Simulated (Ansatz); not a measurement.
Relaxed-ion elastic tensor of Ag (fcc (Cu type), Fm-3m) in GPa (Voigt order), LDA (plane waves, PAW; program Ansatz); density 11.17 g/cm³, 16.03 Å³ per atom.

```
 167   125   125   0.0   0.0   0.0
 125   167   125   0.0   0.0   0.0
 125   125   167   0.0   0.0   0.0
 0.0   0.0   0.0  59.7   0.0   0.0
 0.0   0.0   0.0   0.0  59.7   0.0
 0.0   0.0   0.0   0.0   0.0  59.7
```

Is the crystal mechanically stable?

Yes: the smallest eigenvalue of C is 42.2 GPa.

Work out the Voigt, Reuss and Hill averages.

K_V = 139, K_R = 139, K_H = 139; G_V = 44.2, G_R = 34.5, G_H = 39.4 GPa.

Give Young's modulus, Poisson's ratio, Pugh's ratio and the universal anisotropy index.

E = 9KG/(3K + G) = 108 GPa; ν = 0.37; K/G = 3.52 (ductile by the Pugh limit of 1.75); A_U = 5G_V/G_R + K_V/K_R − 6 = 1.42.

Estimate the sound speeds and the Debye temperature.

v_l = √((K + 4G/3)/ρ) = 4140 m/s, v_t = √(G/ρ) = 1880 m/s, mean 2120 m/s; Θ = (h/k)(3n/4πV)^(1/3) v_m = 250 K.

Give the Zener ratio and Young's modulus along [100], [110] and [111].

A = 2C44/(C11 − C12) = 2.83; 1/E = S11 − 2(S11 − S12 − S44/2)Γ with Γ = 0, 1/4, 1/3 gives 60.3, 112, 157 GPa.

Solve the Christoffel equation for the three sound speeds along [100], [110], [111].

Eigenvalues of C_ijkl n_j n_l equal ρv². In km/s, slowest first: [100] 2.31, 2.31, 3.86; [110] 1.37, 2.31, 4.29; [111] 1.74, 1.74, 4.42.

The cell keeps a stress of up to 0.2 GPa. Symmetry was held in the LDA relaxation; phonons on a q-mesh show no instability. The run is not spin-polarised. As this level gives no gap, shear constants depend on the k-mesh and smearing (Fermi–Dirac, 0.1 eV here).

Potentials: the earlier of the program's two PAW sets.
